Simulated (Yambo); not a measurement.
G0W0@PBEsol for KF (rock salt, space group Fm-3m, No. 225) in Yambo. Reference settings: 4×4×4 Γ-centred k mesh, 140 bands and a 14 Ry block in the screening, 140 bands in G with the Bruneval-Gonze terminator, plasmon pole fitted at 27.2 eV. The PBEsol gap Γ → Γ on this mesh is 6.18 eV; G0W0 gaps are taken between the same points.

| change from the reference | G0W0 gap Γ → Γ (eV) | shift of the valence edge (eV) |
|---|---|---|
| reference settings | 10.02 | -2.71 |
| 86 bands in G, no terminator | 9.76 | -2.37 |
| 11 Ry block | 9.99 | -2.68 |
| 59 bands in W | 10.00 | -2.62 |
| 6 Ry block | ___ | -2.68 |
| 46 bands in G | ___ | -2.79 |
| no random integration | 9.85 | -2.43 |
| 86 bands in G | 10.04 | -2.73 |

Q: Estimate the withheld gaps from the other rows; the computed values follow.

A: 
- 6 Ry block, G0W0 gap Γ → Γ (eV): 9.92
- 46 bands in G, G0W0 gap Γ → Γ (eV): 10.09

The reference isn't shown to be the converged limit.

Geometry relaxed with PBEsol; primitive cell a = b = c = 3.749 Å, α = β = γ = 60.00°.

A shift is the quasiparticle energy of the state minus its PBEsol energy.
